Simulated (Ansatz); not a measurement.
Single points with r2SCAN in Ansatz 0.2.0, PAW, spin-restricted, at the geometries given.

**Question.** Rank them by pressure, from most stretched to most compressed.
A.
SrHgIO2 (500 eV, 7×7×6 mesh on the cell that ran, as a rule the primitive one, fermi-dirac 0.0143 eV)
```cif
data_structure
_symmetry_space_group_name_H-M 'Cmcm'
_symmetry_Int_Tables_number 63
_cell_length_a 5.7139
_cell_length_b 13.1694
_cell_length_c 5.5816
_cell_angle_alpha 90.000
_cell_angle_beta 90.000
_cell_angle_gamma 90.000
_cell_volume 420.01
loop_
_atom_site_label
_atom_site_type_symbol
_atom_site_symmetry_multiplicity
_atom_site_Wyckoff_symbol
_atom_site_fract_x
_atom_site_fract_y
_atom_site_fract_z
_atom_site_occupancy
I1 I 4 c 0.00000 0.74450 0.25000 1
O1 O 8 e 0.24700 0.00000 0.00000 1
Sr1 Sr 4 c 0.50000 0.90500 0.25000 1
Hg1 Hg 4 c 0.50000 0.57390 0.25000 1
```
B.
KCl (500 eV, 7×7×7 mesh on the cell that ran, as a rule the primitive one, gaussian 0.0183 eV)
Space group Fm-3m (No. 225). a = 6.446 Å, b = 6.446 Å, c = 6.446 Å, α = 90.00°, β = 90.00°, γ = 90.00°
```csv
atom,site,symmetry,x,y,z
K,4a,m-3m,0.0000,0.0000,0.0000
Cl,4b,m-3m,0.5000,0.0000,0.0000
```
C.
LuBrO (500 eV, 7×7×3 mesh on the cell that ran, as a rule the primitive one, fermi-dirac 0.1 eV)
Space group P4/nmm:1 (No. 129). a = 3.743 Å, b = 3.743 Å, c = 8.305 Å, α = 90.00°, β = 90.00°, γ = 90.00°
| atom | site | symmetry | x | y | z |
| --- | --- | --- | --- | --- | --- |
| Lu | 2c | 4mm | 0.0000 | 0.5000 | 0.3672 |
| Br | 2c | 4mm | 0.5000 | 0.0000 | 0.1718 |
| O | 2b | -4m2 | 0.0000 | 0.0000 | 0.5000 |

**Answer.** B (-1.2 GPa), C (1.6 GPa), A (4.3 GPa).

Origins: LuBrO, a database entry at a rescaled volume; KCl, a database entry at a rescaled volume; SrHgIO2, a known structure type with other elements, at an estimated volume. Caveats for one or more cells: many states at the Fermi level without spin polarisation, so a magnetic state may lie lower.
